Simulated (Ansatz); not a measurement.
## Phonon spectrum of Ag

Method: DFT LDA, scalar-relativistic, plane waves, PAW in Ansatz. Settings: 420 eV plane-wave cutoff, Γ-centred 20×20×20 mesh, Fermi-Dirac smearing of 0.15 eV. No spin polarisation. Phonons by linear response, acoustic sum rule imposed.

Relaxed structure:
```yaml
crystal:
  lattice:
    - [-1.59127, 1.59127, 1.59127]
    - [1.59127, -1.59127, 1.59127]
    - [1.59127, 1.59127, -1.59127]
  atoms:
    - { symbol: Ag, position: [0.00000, 0.00000, 0.00000] }
```

In a metal, frequencies and elastic constants depend on the k mesh and the smearing, soft modes and shear constants most. Some empty bands missed the eigensolver's threshold. The q mesh is coarse, so values between its points are rough.

Force constants from linear response on a 2×2×2 q mesh.

Question: Is the structure dynamically stable on the q mesh?

Answer: No: at q = (0.000, 0.000, -0.500) a mode is imaginary, 26i cm⁻¹.

Question: Give the frequencies (cm⁻¹) at the points of high symmetry.

Answer:
```csv
point,q,frequencies
H,0.500 -0.500 0.500,176 176 176
N,0.000 0.000 0.500,26i 122 190
P,0.250 0.250 0.250,132 132 132
```

This bcc form isn't the element's structure at ambient conditions.

Cost: 1 run of about 1.7 core-minutes, on Intel Xeon Platinum 8259CL (Skylake/Cascade Lake) (shared hosts).